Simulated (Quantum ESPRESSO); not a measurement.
## Hf2TaO5F3 (finding a planted mistake in a log)

A calculation, not a measurement. The program is pw.x of Quantum ESPRESSO 7.5 (plane-wave density functional theory). The cell is made up: 11 atoms on a fluorite lattice with one site empty, with randomly drawn elements, strain and displacements, not relaxed. PseudoDojo standard norm-conserving files (v0.5 for PBE, v0.4.1 for LDA and PBEsol) set the functional; there is no spin polarisation, spin-orbit coupling or dispersion term, and the masses in the input are unused placeholders.

The hafnium pseudopotential is less sure than the others, with forces about 3 percent (worst 6) and pressure in oxides about 1.5 GPa (worst 2.7) from a second method in checks, which no rerun with the same files tests.

Intended input:

```
&control calculation='scf', pseudo_dir='./dojo.nc.sr.pbe.v0_5.standard.upf', outdir='./o', disk_io='medium', tprnfor=.true., tstress=.true. /
&system ibrav=0, nat=11, ntyp=4, nbnd=50, ecutwfc=84.00895049, nosym=.true., tot_charge=0,
 occupations='smearing', smearing='fd', degauss=0.0018374661
/
&electrons conv_thr=7.350e-09, electron_maxstep=60, /
ATOMIC_SPECIES
F 1.0 F.upf
Hf 1.0 Hf.upf
O 1.0 O.upf
Ta 1.0 Ta.upf
CELL_PARAMETERS angstrom
4.999 0.0 0.0
0.0 4.999 0.0
0.0 0.0 4.999
ATOMIC_POSITIONS angstrom
Hf -0.0411 -0.0317 0.0414
Ta -0.0064 2.4947 2.4883
Hf 2.5252 0.037 2.4426
O 1.2093 1.2852 1.2321
O 1.2699 1.2691 3.7521
O 1.2452 3.7336 1.2381
O 1.2278 3.7541 3.7652
O 3.7511 1.2915 1.257
F 3.6795 1.2232 3.7221
F 3.708 3.7584 1.2951
F 3.7783 3.7593 3.7962
K_POINTS automatic
5 5 5 1 1 1
```

The log is shortened where brackets say so; the opening notice, blank lines, dates and the lines on written files are dropped, and the path of the files is cut. It prints rydbergs, bohrs and kilobars, and counts compression as positive stress. Where no state is partly filled, the Fermi energy that it prints is only some level between the filled and the empty states on the mesh, and need not lie in the true gap.

Log of the intended run:

```
     Program PWSCF v.7.5
     Parallel version (MPI & OpenMP), running on       1 processor cores
     Number of MPI processes:                 1
     Threads/MPI process:                     1
     [start-up lines left out]
     bravais-lattice index     =            0
     lattice parameter (alat)  =       9.4467  a.u.
     unit-cell volume          =     843.0358 (a.u.)^3
     number of atoms/cell      =           11
     number of atomic types    =            4
     number of electrons       =        88.00
     number of Kohn-Sham states=           50
     kinetic-energy cutoff     =      84.0090  Ry
     charge density cutoff     =     336.0358  Ry
     scf convergence threshold =      7.3E-09
     mixing beta               =       0.7000
     number of iterations used =            8  plain     mixing
     Exchange-correlation= PBE
                           (   1   4   3   4   0   0   0)
     [axes and pseudopotential details left out]
   Cartesian axes
     site n.     atom                  positions (alat units)
         1        Hf     tau(   1) = (  -0.0082216  -0.0063413   0.0082817  )
         2        Ta     tau(   2) = (  -0.0012803   0.4990398   0.4977596  )
         3        Hf     tau(   3) = (   0.5051410   0.0074015   0.4886177  )
         4        O      tau(   4) = (   0.2419084   0.2570914   0.2464693  )
         5        O      tau(   5) = (   0.2540308   0.2538708   0.7505701  )
         6        O      tau(   6) = (   0.2490898   0.7468694   0.2476695  )
         7        O      tau(   7) = (   0.2456091   0.7509702   0.7531906  )
         8        O      tau(   8) = (   0.7503701   0.2583517   0.2514503  )
         9        F      tau(   9) = (   0.7360472   0.2446889   0.7445689  )
        10        F      tau(  10) = (   0.7417483   0.7518304   0.2590718  )
        11        F      tau(  11) = (   0.7558112   0.7520104   0.7593919  )
     number of k points=    63  Fermi-Dirac smearing, width (Ry)=  0.0018
                       cart. coord. in units 2pi/alat
        k(    1) = (   0.1000000   0.1000000   0.1000000), wk =   0.0320000
        k(    2) = (   0.1000000   0.1000000   0.3000000), wk =   0.0320000
     [further k points left out]
     Dense  grid:    87655 G-vectors     FFT dimensions: (  60,  60,  60)
     Estimated max dynamical RAM per process >     149.31 MB
     Initial potential from superposition of free atoms
     starting charge      87.9953, renormalised to      88.0000
     Starting wfcs are   62 randomized atomic wfcs
     total cpu time spent up to now is       35.6 secs
     per-process dynamical memory:    92.1 Mb
     Self-consistent Calculation
     iteration #  1     ecut=    84.01 Ry     beta= 0.70
     Davidson diagonalization with overlap
     ethr =  1.00E-02,  avg # of iterations =  2.0
     total cpu time spent up to now is      103.4 secs
     total energy              =    -667.82841722 Ry
     estimated scf accuracy    <       4.39452506 Ry
     iteration #  2     ecut=    84.01 Ry     beta= 0.70
     Davidson diagonalization with overlap
     ethr =  4.99E-03,  avg # of iterations =  6.2
     total cpu time spent up to now is      219.3 secs
     total energy              =    -664.13173806 Ry
     estimated scf accuracy    <      36.63250093 Ry
     [iterations 3 to 13 left out]
     iteration # 14     ecut=    84.01 Ry     beta= 0.70
     Davidson diagonalization with overlap
     ethr =  8.83E-10,  avg # of iterations =  4.7
     total cpu time spent up to now is     1106.6 secs
     total energy              =    -670.14119674 Ry
     estimated scf accuracy    <       0.00000022 Ry
     iteration # 15     ecut=    84.01 Ry     beta= 0.70
     Davidson diagonalization with overlap
     ethr =  2.48E-10,  avg # of iterations =  3.1
     total cpu time spent up to now is     1166.5 secs
     End of self-consistent calculation
     [lines on levels left out]
     the Fermi energy is    11.6769 ev
!    total energy              =    -670.14119679 Ry
     estimated scf accuracy    <          5.3E-09 Ry
     smearing contrib. (-TS)   =      -0.00000000 Ry
     internal energy E=F+TS    =    -670.14119679 Ry
     The total energy is F=E-TS. E is the sum of the following terms:
     one-electron contribution =    -176.08914321 Ry
     hartree contribution      =     137.23572363 Ry
     xc contribution           =    -161.73363820 Ry
     ewald contribution        =    -469.55413900 Ry
     convergence has been achieved in  15 iterations
     Forces acting on atoms (cartesian axes, Ry/au):
     atom    1 type  2   force =     0.23626501    0.08080065    0.02860072
     atom    2 type  4   force =     0.33333577   -0.10592796   -0.05396547
     atom    3 type  2   force =    -0.26442237    0.06937377   -0.02217938
     atom    4 type  3   force =    -0.04801772   -0.02098072    0.07097058
     atom    5 type  3   force =    -0.11177218   -0.00597056   -0.06696257
     atom    6 type  3   force =    -0.09609133    0.01500143    0.05971288
     atom    7 type  3   force =    -0.07378818    0.01013344   -0.06641467
     atom    8 type  3   force =     0.02384351   -0.01786340    0.05740737
     atom    9 type  1   force =     0.03088532    0.01789599    0.01914046
     atom   10 type  1   force =     0.00698071   -0.02294416    0.00333037
     atom   11 type  1   force =    -0.03721854   -0.01951848   -0.02964029
     Total force =     0.566101     Total SCF correction =     0.000249
     Computing stress (Cartesian axis) and pressure
          total   stress  (Ry/bohr**3)                   (kbar)     P=      -13.30
  -0.00021902  -0.00015110   0.00006727          -32.22      -22.23        9.90
  -0.00015110  -0.00009673  -0.00006159          -22.23      -14.23       -9.06
   0.00006727  -0.00006159   0.00004454            9.90       -9.06        6.55
     init_run     :     31.70s CPU     35.41s WALL (       1 calls)
     electrons    :   1077.53s CPU   1130.91s WALL (       1 calls)
     forces       :      9.71s CPU      9.83s WALL (       1 calls)
     stress       :     48.09s CPU     50.26s WALL (       1 calls)
     [timing details left out]
     PWSCF        :  19m27.44s CPU  20m28.84s WALL
     JOB DONE.
```

A second run was made from an input with one planted mistake. Its log:

```
     Program PWSCF v.7.5
     Parallel version (MPI & OpenMP), running on       1 processor cores
     Number of MPI processes:                 1
     Threads/MPI process:                     1
     [start-up lines left out]
     bravais-lattice index     =            0
     lattice parameter (alat)  =       9.4467  a.u.
     unit-cell volume          =     843.0358 (a.u.)^3
     number of atoms/cell      =           11
     number of atomic types    =            4
     number of electrons       =        87.00
     number of Kohn-Sham states=           50
     kinetic-energy cutoff     =      84.0090  Ry
     charge density cutoff     =     336.0358  Ry
     scf convergence threshold =      7.3E-09
     mixing beta               =       0.7000
     number of iterations used =            8  plain     mixing
     Exchange-correlation= PBE
                           (   1   4   3   4   0   0   0)
     [axes and pseudopotential details left out]
   Cartesian axes
     site n.     atom                  positions (alat units)
         1        Hf     tau(   1) = (  -0.0082216  -0.0063413   0.0082817  )
         2        Ta     tau(   2) = (  -0.0012803   0.4990398   0.4977596  )
         3        Hf     tau(   3) = (   0.5051410   0.0074015   0.4886177  )
         4        O      tau(   4) = (   0.2419084   0.2570914   0.2464693  )
         5        O      tau(   5) = (   0.2540308   0.2538708   0.7505701  )
         6        O      tau(   6) = (   0.2490898   0.7468694   0.2476695  )
         7        O      tau(   7) = (   0.2456091   0.7509702   0.7531906  )
         8        O      tau(   8) = (   0.7503701   0.2583517   0.2514503  )
         9        F      tau(   9) = (   0.7360472   0.2446889   0.7445689  )
        10        F      tau(  10) = (   0.7417483   0.7518304   0.2590718  )
        11        F      tau(  11) = (   0.7558112   0.7520104   0.7593919  )
     number of k points=    63  Fermi-Dirac smearing, width (Ry)=  0.0018
                       cart. coord. in units 2pi/alat
        k(    1) = (   0.1000000   0.1000000   0.1000000), wk =   0.0320000
        k(    2) = (   0.1000000   0.1000000   0.3000000), wk =   0.0320000
     [further k points left out]
     Dense  grid:    87655 G-vectors     FFT dimensions: (  60,  60,  60)
     Estimated max dynamical RAM per process >     149.31 MB
     Initial potential from superposition of free atoms
     starting charge      87.9953, renormalised to      87.0000
     Starting wfcs are   62 randomized atomic wfcs
     total cpu time spent up to now is       25.9 secs
     per-process dynamical memory:    84.8 Mb
     Self-consistent Calculation
     iteration #  1     ecut=    84.01 Ry     beta= 0.70
     Davidson diagonalization with overlap
     ethr =  1.00E-02,  avg # of iterations =  2.0
     total cpu time spent up to now is       78.2 secs
     total energy              =    -668.92717724 Ry
     estimated scf accuracy    <       3.90266425 Ry
     iteration #  2     ecut=    84.01 Ry     beta= 0.70
     Davidson diagonalization with overlap
     ethr =  4.49E-03,  avg # of iterations =  6.1
     total cpu time spent up to now is      169.6 secs
     total energy              =    -666.07961801 Ry
     estimated scf accuracy    <      26.81296879 Ry
     [iterations 3 to 16 left out]
     iteration # 17     ecut=    84.01 Ry     beta= 0.70
     Davidson diagonalization with overlap
     ethr =  4.73E-11,  avg # of iterations =  2.0
     total cpu time spent up to now is     1159.4 secs
     total energy              =    -670.91752732 Ry
     estimated scf accuracy    <          9.8E-09 Ry
     iteration # 18     ecut=    84.01 Ry     beta= 0.70
     Davidson diagonalization with overlap
     ethr =  1.12E-11,  avg # of iterations =  2.8
     total cpu time spent up to now is     1219.0 secs
     End of self-consistent calculation
     [lines on levels left out]
     the Fermi energy is    10.0125 ev
!    total energy              =    -670.91752732 Ry
     estimated scf accuracy    <          8.6E-10 Ry
     smearing contrib. (-TS)   =      -0.00052062 Ry
     internal energy E=F+TS    =    -670.91700670 Ry
     The total energy is F=E-TS. E is the sum of the following terms:
     one-electron contribution =    -176.99651665 Ry
     hartree contribution      =     136.27278292 Ry
     xc contribution           =    -160.63913396 Ry
     ewald contribution        =    -469.55413900 Ry
     convergence has been achieved in  18 iterations
     Forces acting on atoms (cartesian axes, Ry/au):
     atom    1 type  2   force =     0.16476314    0.07527664    0.02901769
     atom    2 type  4   force =     0.24331826   -0.09724171   -0.06328944
     atom    3 type  2   force =    -0.16892414    0.06104112   -0.02555958
     atom    4 type  3   force =    -0.04101727   -0.01454735    0.06938108
     atom    5 type  3   force =    -0.10847730    0.00012389   -0.05987424
     atom    6 type  3   force =    -0.09334371    0.00734926    0.06099276
     atom    7 type  3   force =    -0.05806593    0.00418108   -0.05976654
     atom    8 type  3   force =     0.03647686   -0.01311070    0.06131078
     atom    9 type  1   force =     0.03727227    0.01832217    0.01449016
     atom   10 type  1   force =     0.01372977   -0.02158506    0.00851748
     atom   11 type  1   force =    -0.02573196   -0.01980935   -0.03522014
     Total force =     0.436992     Total SCF correction =     0.000044
     Computing stress (Cartesian axis) and pressure
          total   stress  (Ry/bohr**3)                   (kbar)     P=     -218.26
  -0.00131974  -0.00016585   0.00004169         -194.14      -24.40        6.13
  -0.00016585  -0.00169389  -0.00003456          -24.40     -249.18       -5.08
   0.00004169  -0.00003456  -0.00143750            6.13       -5.08     -211.46
     init_run     :     23.55s CPU     25.80s WALL (       1 calls)
     electrons    :   1152.62s CPU   1193.12s WALL (       1 calls)
     forces       :     12.26s CPU     12.50s WALL (       1 calls)
     stress       :     47.17s CPU     49.70s WALL (       1 calls)
     [timing details left out]
     PWSCF        :  20m36.01s CPU  21m22.48s WALL
     JOB DONE.
```

Question: what was wrong in the second input?

Answer: the cell has the wrong charge. The input lines that differ, file-writing options aside:

```
- &system ibrav=0, nat=11, ntyp=4, nbnd=50, ecutwfc=84.00895049, nosym=.true., tot_charge=0,
+ &system ibrav=0, nat=11, ntyp=4, nbnd=50, ecutwfc=84.00895049, nosym=.true., tot_charge=1,
```

```
                                            intended run  run with the mistake
                          free energy (eV)     -9117.735             -9128.298
                    smearing term -TS (eV)        0.0000               -0.0071
                            pressure (GPa)         -1.33                -21.83
            largest force component (eV/Å)         8.570                 6.256
largest change of a force component (eV/Å)                               2.455
                                iterations            15                    18
```

For scale, a rerun of the intended cell at a cutoff of 1437 eV and k mesh 7 x 7 x 7 moved values by no more than 0.004 eV in energy, 0.04 GPa in stress and 0.003 eV/Å in force. The charged cell sits in a uniform background, so its energy and stress rest on the program's zero of potential.